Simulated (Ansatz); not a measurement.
Rough cost of magnetic runs on Cr (Im-3m) in Ansatz 0.2.0, 2 threads of Arm Neoverse V2, on a shared host.

```xyz
2
Lattice="2.9689 0.0000 0.0000 0.0000 2.9689 0.0000 0.0000 0.0000 2.9689" Properties=species:S:1:pos:R:3 pbc="T T T"
Cr    0.0000    0.0000    0.0000
Cr    1.4844    1.4844    1.4844
```

```json
{"run": "PAW: spiral at 0.167 of the way from Γ to N", "functional, mesh": "LDA, 12×12×12", "k points solved": "294", "bands": "36", "iterations": "16", "wall time (s)": "62", "peak memory (GiB)": "0.71"}
{"run": "PAW: spiral at 0.5 of the way from Γ to N", "functional, mesh": "LDA, 12×12×12", "k points solved": "294", "bands": "36", "iterations": "26", "wall time (s)": "100", "peak memory (GiB)": "0.71"}
{"run": "PAW: cone of 30 degrees at 0 of the way from Γ to N", "functional, mesh": "LDA, 12×12×12", "k points solved": "1728", "bands": "36", "iterations": "12", "wall time (s)": "320", "peak memory (GiB)": "2.7"}
{"run": "PAW: spiral at 0.333 of the way from Γ to N", "functional, mesh": "LDA, 12×12×12", "k points solved": "301", "bands": "36", "iterations": "28", "wall time (s)": "130", "peak memory (GiB)": "0.71"}
{"run": "PAW: free moments from the typed start", "functional, mesh": "LDA, 12×12×12", "k points solved": "84", "bands": "21", "iterations": "11", "wall time (s)": "2", "peak memory (GiB)": "0.33"}
{"run": "PAW: spiral at 0.667 of the way from Γ to N", "functional, mesh": "LDA, 12×12×12", "k points solved": "301", "bands": "36", "iterations": "23", "wall time (s)": "94", "peak memory (GiB)": "0.74"}
{"run": "PAW: spiral at 1 of the way from Γ to N", "functional, mesh": "LDA, 12×12×12", "k points solved": "301", "bands": "36", "iterations": "20", "wall time (s)": "96", "peak memory (GiB)": "0.75"}
{"run": "AE-PAW: exchange couplings and spin waves by the force theorem", "functional, mesh": "LDA, 12×12×12", "k points solved": "84", "bands": "21", "iterations": "18", "wall time (s)": "75", "peak memory (GiB)": "0.63"}
{"run": "PAW: spiral at q = 0", "functional, mesh": "LDA, 12×12×12", "k points solved": "84", "bands": "36", "iterations": "17", "wall time (s)": "19", "peak memory (GiB)": "0.41"}
```
